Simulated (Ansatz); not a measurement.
Input, command and steps of an Ansatz relaxation.

```yaml
crystal:
  lattice:
    - [-3.3221551052, 3.3221551052, 2.706411884]
    - [3.3221551052, -3.3221551052, 2.706411884]
    - [3.3221551052, 3.3221551052, -2.706411884]
  atoms:
    - { symbol: Mn, position: [0.75, 0.75, 0.0], spin: 2.73 }
    - { symbol: Mn, position: [0.25, 0.25, 0.0], spin: 2.73 }
    - { symbol: Sn, position: [0.164970354, 0.664970354, 0.8299407079] }
    - { symbol: Sn, position: [0.664970354, 0.835029646, 0.5] }
    - { symbol: Sn, position: [0.835029646, 0.335029646, 0.1700592921] }
    - { symbol: Sn, position: [0.335029646, 0.164970354, 0.5] }
basis:
  ecutwfc: 420
kpoints:
  mp_grid: { grid: [8, 8, 8] }
hamiltonian:
  xc: lda
scf:
  occupations: { method: gaussian, width: 0.1 }
output:
  forces: true
  stress: true
  eigenvalues: true
  populations: true
magnetization:
  spin_polarized: true
relax:
  adjacent_minimum: "off"
  f_tol: 0.005
  max_steps: 50
  cell: { stress_tol: 0.05 }
```

```bash
ansatz run input.yaml --threads 1 --pin off --max-ram 2560MiB --backend cpu --events-out ev --progress --plain --runs-dir out
```

All numbers below come from DFT LDA, scalar-relativistic, plane waves, PAW (Ansatz 0.2.0).

Of 6 frames 6 are shown, positions in Å and forces in eV/Å; the SCF threshold varies from step to step. Steps run on the plane waves of an earlier cell, with a Pulay correction in the pressure. The basis is chosen afresh for the last frame, the zero of the energies, and at times for earlier ones too; energy and pressure step there, also at an unchanged geometry.

```xyz
6
Lattice="-3.3222 3.3222 2.7064 3.3222 -3.3222 2.7064 3.3222 3.3222 -2.7064" Properties=species:S:1:pos:R:3:forces:R:3 pbc="T T T" step=1 free_energy_over_end_meV_per_atom=51.12 pressure_GPa=-7.95
Mn    0.0000    0.0000    4.0596    0.0000    0.0000    0.0000
Mn    0.0000    0.0000    1.3532    0.0000    0.0000    0.0000
Sn    4.4183    1.0961    0.0000    0.0701    0.0701    0.0000
Sn    2.2260    1.0961    2.7064   -0.0701    0.0701    0.0000
Sn   -1.0961    2.2260    2.7064   -0.0701   -0.0701    0.0000
Sn    1.0961    2.2260    0.0000    0.0701   -0.0701    0.0000
6
Lattice="-3.1597 3.1597 2.5934 3.1597 -3.1597 2.5934 3.1597 3.1597 -2.5934" Properties=species:S:1:pos:R:3:forces:R:3 pbc="T T T" step=2 free_energy_over_end_meV_per_atom=13.21 pressure_GPa=5.42
Mn    0.0000    0.0000    3.8901    0.0000    0.0000    0.0000
Mn    0.0000    0.0000    1.2967    0.0000    0.0000    0.0000
Sn    4.1850    1.0253    0.0000    0.1045    0.1045    0.0000
Sn    2.1344    1.0253    2.5934   -0.1045    0.1045    0.0000
Sn   -1.0253    2.1344    2.5934   -0.1045   -0.1045    0.0000
Sn    1.0253    2.1344    0.0000    0.1045   -0.1045    0.0000
6
Lattice="-3.2186 3.2186 2.6442 3.2186 -3.2186 2.6442 3.2186 3.2186 -2.6442" Properties=species:S:1:pos:R:3:forces:R:3 pbc="T T T" step=3 free_energy_over_end_meV_per_atom=0.32 pressure_GPa=-0.94
Mn    0.0000    0.0000    3.9663    0.0000    0.0000    0.0000
Mn    0.0000    0.0000    1.3221    0.0000    0.0000    0.0000
Sn    4.2848    1.0662    0.0000   -0.0555   -0.0555    0.0000
Sn    2.1524    1.0662    2.6442    0.0555   -0.0555    0.0000
Sn   -1.0662    2.1524    2.6442    0.0555    0.0555    0.0000
Sn    1.0662    2.1524    0.0000   -0.0555    0.0555    0.0000
6
Lattice="-3.2070 3.2070 2.6367 3.2070 -3.2070 2.6367 3.2070 3.2070 -2.6367" Properties=species:S:1:pos:R:3:forces:R:3 pbc="T T T" step=4 free_energy_over_end_meV_per_atom=-0.54 pressure_GPa=-0.02
Mn    0.0000    0.0000    3.9550    0.0000    0.0000    0.0000
Mn    0.0000    0.0000    1.3183    0.0000    0.0000    0.0000
Sn    4.2600    1.0530    0.0000    0.0191    0.0191    0.0000
Sn    2.1541    1.0530    2.6367   -0.0191    0.0191    0.0000
Sn   -1.0530    2.1541    2.6367   -0.0191   -0.0191    0.0000
Sn    1.0530    2.1541    0.0000    0.0191   -0.0191    0.0000
6
Lattice="-3.2067 3.2067 2.6373 3.2067 -3.2067 2.6373 3.2067 3.2067 -2.6373" Properties=species:S:1:pos:R:3:forces:R:3 pbc="T T T" step=5 free_energy_over_end_meV_per_atom=-0.57 pressure_GPa=0.00
Mn    0.0000    0.0000    3.9560    0.0000    0.0000    0.0000
Mn    0.0000    0.0000    1.3187    0.0000    0.0000    0.0000
Sn    4.2617    1.0550    0.0000   -0.0006   -0.0006    0.0000
Sn    2.1517    1.0550    2.6373    0.0006   -0.0006    0.0000
Sn   -1.0550    2.1517    2.6373    0.0006    0.0006    0.0000
Sn    1.0550    2.1517    0.0000   -0.0006    0.0006    0.0000
6
Lattice="-3.2067 3.2067 2.6373 3.2067 -3.2067 2.6373 3.2067 3.2067 -2.6373" Properties=species:S:1:pos:R:3:forces:R:3 pbc="T T T" step=6 free_energy_over_end_meV_per_atom=0.00 pressure_GPa=-0.01
Mn    0.0000    0.0000    3.9560    0.0000    0.0000    0.0000
Mn    0.0000    0.0000    1.3187    0.0000    0.0000    0.0000
Sn    4.2617    1.0550    0.0000   -0.0006   -0.0006    0.0000
Sn    2.1517    1.0550    2.6373    0.0006   -0.0006    0.0000
Sn   -1.0550    2.1517    2.6373    0.0006    0.0006    0.0000
Sn    1.0550    2.1517    0.0000   -0.0006    0.0006    0.0000
```

Time: 6.8 min on 1 thread of Arm Neoverse V1 (shared host), peak memory 0.8 GiB.

Only parallel moments were tried here.